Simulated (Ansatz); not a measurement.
An ordered 8-atom cell of In4Sb3As on the zincblende lattice, 8 atoms and 112 valence electrons in a cell of about 268 Å³, was run 6 times in Ansatz, each time on 4 threads of Arm Neoverse V2, with other jobs on the host.

```
                  run  k mesh  irreducible k  cutoff (eV)  plane waves  bands  SCF iterations  wall time  peak host memory (GiB)
      relaxation, PBE   6×6×2             20          420         5435     68              35       39 s                    0.86
   relaxation, r2SCAN   6×6×2             20          500         6827     68              39       77 s                     1.3
           bands, PBE   6×6×2             20          420         5251     62               7          ?                       ?
 single point, r2SCAN   6×6×2             20          500         6827     62               7       18 s                     1.3
  single point, HSE06   4×4×2             12          420         5251     62              25          ?                       ?
single point, PBE+SOC   6×6×2             20          420         5251    124              12          ?                       ?
```

(1) Estimate the missing times and memories.

Results:

(1)
```
                  run  wall time  peak host memory (GiB)
single point, PBE+SOC      110 s                     3.2
  single point, HSE06    3.3 min                     5.2
           bands, PBE       24 s                     1.2
```

Only the levels marked +SOC include spin-orbit coupling.
